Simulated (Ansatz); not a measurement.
Input and command of a plane-wave DFT calculation in Ansatz:

```yaml
crystal:
  lattice:
    - [6.0789535369, 0.0, 0.0]
    - [-3.0394767685, 5.2645281914, 0.0]
    - [0.0, 0.0, 4.6683967659]
  atoms:
    - { symbol: Mn, position: [0.3333333333, 0.6666666667, 0.75], spin: 4.31 }
    - { symbol: Mn, position: [0.6666666667, 0.3333333333, 0.25], spin: 4.31 }
    - { symbol: Ta, position: [0.1377083689, 0.2754167377, 0.25] }
    - { symbol: Ta, position: [0.7245832623, 0.8622916311, 0.25] }
    - { symbol: Ta, position: [0.1377083689, 0.8622916311, 0.25] }
    - { symbol: Ta, position: [0.8622916311, 0.7245832623, 0.75] }
    - { symbol: Ta, position: [0.2754167377, 0.1377083689, 0.75] }
    - { symbol: Ta, position: [0.8622916311, 0.1377083689, 0.75] }
basis:
  ecutwfc: 420
kpoints:
  mp_grid: { grid: [6, 6, 8] }
hamiltonian:
  xc: pbesol
scf:
  occupations: { method: gaussian, width: 0.1 }
output:
  forces: true
  stress: true
  eigenvalues: true
  populations: true
magnetization:
  spin_polarized: true
```

```bash
ansatz run input.yaml --threads 1 --pin off --max-ram 2560MiB --backend cpu --events-out ev --progress --plain --runs-dir out
```

Processor: AMD EPYC 9R45 96-Core Processor (Zen 5), 1 thread, on a host shared with other jobs.

Problem. How long does it run, and how much memory does it take?

Solution. About 27 s on 1 thread of AMD EPYC 9R45 96-Core Processor (Zen 5), on a shared host, peak memory 0.84 GiB. It solves 70 bands at 35 k points (the mesh reduced by the symmetry that the task leaves, which can be less than the crystal's) with about 2937 plane waves, in 12 SCF iterations.
